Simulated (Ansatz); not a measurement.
MnSb, one structure, two calculations

Cell: an entry of the Crystallography Open Database (COD), whose atoms a relaxation with PBE at fixed cell left in place.

```xyz
4
Lattice="4.1300 0.0000 0.0000 -2.0650 3.5767 0.0000 0.0000 0.0000 5.8000" Properties=species:S:1:pos:R:3 pbc="T T T"
Mn    0.0000    0.0000    0.0000
Mn    0.0000    0.0000    2.9000
Sb    0.0000    2.3845    1.4500
Sb    2.0650    1.1922    4.3500
```

Sites (sets of like atoms) are named by element and the number of their first atom in this list.

First run. Computed with Ansatz: DFT, PBE, plane waves and PAW, scalar-relativistic, collinear spin, 420 eV cutoff, Γ-centred 9×9×6 k-points, Fermi–Dirac smearing 0.05 eV. Start moments as typed (μB): 4 on each Mn, none on the rest.

```
site  atom  V_zz (10²¹ V/m²)     η  m (μB)
  Mn     1             -4.50  0.00    3.40
  Sb     3              4.29  0.00   -0.13
```

Second run. The same atoms and settings, except that the functional is r2SCAN and the cutoff is 500 eV.

Problem. What does the second run give?

Solution. 

| site | atom | V_zz | η | change of V_zz | m (μB) |
| --- | --- | --- | --- | --- | --- |
| Mn | 1 | -2.81 | 0.00 | +1.69 | 3.87 |
| Sb | 3 | 4.01 | 0.00 | -0.28 | -0.17 |

The largest change of V_zz is on Mn, from -4.50 to -2.81. In per cent, |V_zz| changes by -38 on Mn, -6 on Sb (all sites that start above 2). The absolute magnetisation of the cell goes from 7.5 to 8.6 μB.

With no gap above 0.1 eV, as in a metal, the gradients converge slowly in k; expect changes of a tenth or more on a denser mesh. Without spin–orbit coupling (the program notes it for Sb) the gradients can shift somewhat, as the gap is small. With these PAW files V_zz is typically within 2 to 3 % of all-electron values, but misses above 10 % occur on Sb. The magnetic order is the one that the run reached from its start moments, not necessarily the measured one.
For the second run: The program didn't check the stability of this electronic state in full, so a lower one may lie near.
